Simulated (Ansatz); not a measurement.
**YSi$_{2}$Ir$_{2}$: do energies and stresses tell the same story?**

These are results of DFT r2SCAN, scalar-relativistic, plane waves, PAW in Ansatz, not measurements.

Cutoff 500 eV; k points 10×10×4 on the computed 10-atom cell (Γ-centred); Gaussian smearing, width 0.10 eV; no spin polarisation.

Relaxed cell: P4/nmm, a = 4.111 Å, b = 4.111 Å, c = 9.804 Å, α = 90.00°, β = 90.00°, γ = 90.00°, 10 atoms in the primitive cell.

Energies at zero smearing and pressures from the stress tensor, at volumes with shape and atoms relaxed:
```
V (Å³/atom) E − E(first) (meV/atom) P (GPa)
     14.583                     0.00    32.86
     15.080                   -85.46    22.52
     15.577                  -141.34    13.75
     16.074                  -172.12     6.31
     16.571                  -181.60     0.00
     17.068                  -173.04    -5.35
     17.565                  -149.19    -9.87
     18.228                   -97.68   -14.82
```

Q: Check P = −dE/dV between neighbouring volumes, and get the bulk modulus from the pressures alone.

A: With 1 eV/Å³ = 160.2 GPa:
| middle V (Å³/atom) | −ΔE/ΔV (GPa) | mean P (GPa) |
| --- | --- | --- |
| 14.831 | 27.543 | 27.691 |
| 15.328 | 18.008 | 18.137 |
| 15.825 | 9.919 | 10.032 |
| 16.323 | 3.057 | 3.155 |
| 16.820 | -2.761 | -2.675 |
| 17.317 | -7.685 | -7.612 |
| 17.897 | -12.451 | -12.347 |

The two differ by 0.15 GPa at most. The mean of two end pressures misses the average over a step by about ΔV² P″/12, up to 0.14 GPa here; with that taken off 0.01 GPa remains. Around V = 16.571 Å³/atom, the two neighbours give B = −V ΔP/ΔV = 16.571 × 11.66 / 0.994 = 194.3 GPa, against B0 = 193.1 GPa from the Birch–Murnaghan fit of the energies.

Spin–orbit coupling is left out, which can shift energies with elements as heavy as these.

Cost: 9 runs of about 21 core-minutes in all, on Oxide Virtual Turin-like Processor (Zen 5) (shared hosts).